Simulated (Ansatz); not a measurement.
Here is the system:

InPd:
```
CELL_PARAMETERS angstrom
      3.21452     0.00000     0.00000
      0.00000     3.21452     0.00000
      0.00000     0.00000     3.21452
ATOMIC_POSITIONS crystal
  In 0.00000 0.00000 0.00000
  Pd 0.50000 0.50000 0.50000
```

This is the LDA-relaxed structure.

All from the program Ansatz at the LDA level (PAW), unless another level is named. Predict the density of states at the Fermi level.

0.35 states/eV per atom (mean over ±0.08 eV).

Give the formation energy from the elements (no fitted shifts).

-0.54 eV/atom.

Space group Pm-3m (CsCl type). The LDA relaxation kept the symmetry of its start; of distortions, only those at the zone centre were tested. No spin polarisation was allowed. The references are the lowest solids computed at this level, not always the standard phases. Spin–orbit coupling is left out wherever it is not named.

Potentials: the later of the program's two PAW sets.
